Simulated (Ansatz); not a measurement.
Computed with Ansatz 0.2.0, DFT PBE, scalar-relativistic, plane waves, PAW. Settings of the last relaxation (8-atom cell): 420 eV, 6×6×6 k points, Gaussian smearing of 0.02 eV, no spin polarisation.

Energies over the elements count from the elements' standard structures at the same level, with no fitted energy shifts.

Problem. Propose a candidate for a cubic semiconductor with formula Cd₄Se₃S, with a gap near 0.6 eV, a formation energy near −0.63 eV/atom and a density near 5.19 g/cm³, in a cell of 8 atoms.

Solution. Cd₄Se₃S, space group P-43m (No. 215). Around Cd lie 1 S at 2.59 Å and 3 Se at 2.68 Å; Se has 4 Cd at 2.68 Å; S is surrounded by 4 Cd at 2.59 Å.

```cif
data_structure
_symmetry_space_group_name_H-M 'P-43m'
_symmetry_Int_Tables_number 215
_cell_length_a 6.1279
_cell_length_b 6.1279
_cell_length_c 6.1279
_cell_angle_alpha 90.000
_cell_angle_beta 90.000
_cell_angle_gamma 90.000
_cell_volume 230.11
loop_
_atom_site_label
_atom_site_type_symbol
_atom_site_symmetry_multiplicity
_atom_site_Wyckoff_symbol
_atom_site_fract_x
_atom_site_fract_y
_atom_site_fract_z
_atom_site_occupancy
Cd1 Cd 4 e 0.75610 0.75610 0.24390 1
Se1 Se 3 c 0.00000 0.50000 0.50000 1
S1 S 1 a 0.00000 0.00000 0.00000 1
```

- Volume per atom: 28.76 Å³
- Density: 5.19 g/cm³
- Formation energy: −0.635 eV/atom
- Gap on the 6×6×6 mesh of the 8-atom cell: 0.60 eV

The structure comes from a generated guess, relaxed at this level; another structure or a mixture of phases may lie lower. Other answers may fit too; this one was computed.

Kohn–Sham gaps at this level usually fall short of measured ones. The reference forms of S and Se are held partly by dispersion forces, which this level lacks. A later test with randomly moved atoms came back to the same energy, though modes that don't fit the test's cell weren't probed.
